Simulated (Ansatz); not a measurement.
SiO₂ (rutile)

```
CELL_PARAMETERS angstrom
      4.19454     0.00000     0.00000
      0.00000     4.19454     0.00000
      0.00000     0.00000     2.67824
ATOMIC_POSITIONS crystal
  Si 0.50000 0.50000 0.50000
  Si 0.00000 0.00000 0.00000
  O  0.80605 0.80605 0.50000
  O  0.30605 0.69395 0.00000
  O  0.69395 0.30605 0.00000
  O  0.19395 0.19395 0.50000
```

The slice is a (-1 1 0) plane (indices of the conventional cell) through the point (0.000, 0.000, 0.000) (fractional), spanned by u = [001] and v = [110] in vectors of this cell: u (2.68 Å) and v (5.93 Å, at 90° to u). It covers one period; positions are fractions (u, v).

All values below come from PBEsol (plane waves to 420 eV, PAW, scalar-relativistic; Ansatz, a first-principles code). k mesh 8×8×12. These are valence fields of a PAW run, semicore shells included where kept as valence: close to a nucleus they are smooth pseudo fields. SiO2 was relaxed with its symmetry unable to fall. The PAW data are Ansatz's earlier set.

### Question
Around which element is the density of the highest valence band (whole band, smooth part) largest on this plane?

### Answer
O. Mean over a disc round each atom, of radius 0.45 times the shortest bond: O 0.017, Si 0.002 e/Å³.

### Question
What is the valence density on the shortest Si–O line in this plane (1.77 Å), at its midpoint?

### Answer
0.95 e/Å³.

### Question
The ELF has a maximum in the middle third of the Si–O line. Where, and how high?

### Answer
0.85, 1.1 Å from Si.

### Question
Predict the map of the valence electron density on the slice.

### Answer
| v \ u | 0.00 | 0.15 | 0.31 | 0.46 | 0.62 | 0.77 | 0.92 |
|---|---|---|---|---|---|---|---|
| 0.96 | -0.9 | -0.6 | -0.3 | -0.3 | -0.3 | -0.4 | -0.8 |
| 0.86 | -0.5 | -0.2 | 0.3 | 0.7 | 0.6 | 0.1 | -0.4 |
| 0.75 | -0.9 | -0.5 | 0.2 | 0.7 | 0.5 | -0.1 | -0.8 |
| 0.64 | -0.9 | -0.7 | -0.4 | -0.2 | -0.2 | -0.6 | -0.8 |
| 0.54 | -0.4 | -0.4 | -0.6 | -0.9 | -0.8 | -0.4 | -0.4 |
| 0.43 | -0.6 | -0.5 | -0.6 | -0.6 | -0.6 | -0.5 | -0.5 |
| 0.32 | -1.0 | -0.7 | -0.2 | 0.1 | 0.0 | -0.5 | -0.9 |
| 0.21 | -0.7 | -0.3 | 0.4 | 0.9 | 0.7 | 0.0 | -0.6 |
| 0.11 | -0.5 | -0.2 | 0.2 | 0.4 | 0.3 | 0.0 | -0.4 |
| 0.00 | -1.0 | -0.7 | -0.4 | -0.4 | -0.4 | -0.5 | -0.9 |

Values: log₁₀ of the valence density in e/Å³. The scale is logarithmic, as a density can span decades between atoms and voids.
